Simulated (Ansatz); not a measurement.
SnGe (rock salt, Fm-3m) at seven volumes, the program Ansatz at the PBE level (PAW), scaled uniformly. One row is withheld.

```tsv
V (Å³/atom)	P (GPa)
22.218	6.66
22.950	4.03
23.683	1.84
24.415	0.00
25.147	?
25.880	-2.85
26.612	-3.94
```

### Question
Fit the shown pressures and predict the withheld one.

### Answer
P = (3/2)B₀(x^(7/2) − x^(5/2))[1 + (3/4)(B′ − 4)(x − 1)] with x = (V₀/V)^(2/3). Least squares on the six rows gives V₀ = 24.414 Å³/atom, B₀ = 56.2 GPa, B′ = 4.83. At V = 25.147, x = 0.9805 and P = -1.55 GPa. The run itself gave -1.55 GPa.

The cell is a constructed one: a structure type filled with these elements; neither database checked (COD, Materials Project) lists it. Its standing as an ambient phase is unchecked. Symmetry was held in the PBE relaxation; whether a distortion lowers the energy is not shown. Scalar-relativistic: spin–orbit coupling is off unless named, which matters more the heavier the elements.

Potentials: the later of the program's two PAW sets.
